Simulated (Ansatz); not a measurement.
KTaO3:
```
CELL_PARAMETERS angstrom
      4.02439     0.00000     0.00000
      0.00000     4.02439     0.00000
      0.00000     0.00000     4.02439
ATOMIC_POSITIONS crystal
  K  0.50000 0.50000 0.50000
  Ta 0.00000 0.00000 0.00000
  O  0.00000 0.50000 0.00000
  O  0.50000 0.00000 0.00000
  O  0.00000 0.00000 0.50000
```

Relaxed with PBE. Special points in fractions of this cell's reciprocal vectors: Γ (0.000, 0.000, 0.000); X (0.000, 0.500, 0.000); M (0.500, 0.500, 0.000); R (0.500, 0.500, 0.500).

Task: List the band energies nearest the valence-band maximum at these points for DFT-PBE in the program Ansatz with PAW potentials.

Result: In eV from the valence-band maximum; about four levels below and three above (degenerate sets whole), none deeper than 8.9 eV; points with the same levels are listed once.

| k | below | above |
|---|---|---|
| Γ | -1.01 -1.01 -1.01 -0.62 -0.62 -0.62 | 2.16 2.16 2.16 |
| X | -2.06 -1.44 -0.83 -0.83 | 2.31 4.87 4.87 |
| M | -1.68 -1.39 -1.39 -0.04 | 4.91 4.91 6.15 |
| R | -3.80 -3.80 -3.80 0.00 0.00 0.00 | 6.27 6.27 6.27 |

Space group Pm-3m (cubic perovskite). Symmetry was held in the PBE relaxation. At this level the phase is dynamically unstable (imaginary phonons). The run is not spin-polarised. Spin–orbit coupling is left out wherever it is not named.

Potentials: the later of the program's two PAW sets.
